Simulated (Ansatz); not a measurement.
SiRu$_{3}$ in space group Fm-3m (No. 225; Si on 4a, Ru on 4b, Ru on 8c), DFT-PBE in the program Ansatz with PAW potentials, all energies at zero smearing, with the estimated change up to a 700 eV cutoff added, with one set of potentials and settings (totals compare only within such a set). Cell of 4 atoms (1 Si, 3 Ru): -18271.659 eV.

```
element                reference phase  E (eV/atom)
-------  -----------------------------  -----------
Si          Fd-3m, 2 atoms in the cell    -635.8096
Ru       P6_3/mmc, 2 atoms in the cell   -5878.6876
```

Formation energy per atom, worked out: (-18271.659 − 1×(-635.8096) − 3×(-5878.6876))/4 = 0.053 eV/atom (5 kJ per mol of atoms), at 0 K, without zero-point energy or fitted corrections.

The cell is a constructed one: a structure type filled with these elements; neither database checked (COD, Materials Project) lists it. Its standing as an ambient phase is unchecked. The cell was relaxed with PBE under the symmetry of its start; its stability against distortions is not shown here. The run is not spin-polarised. The references are the lowest solids computed at this level, not always the standard phases.

Potentials: the later of the program's two PAW sets.
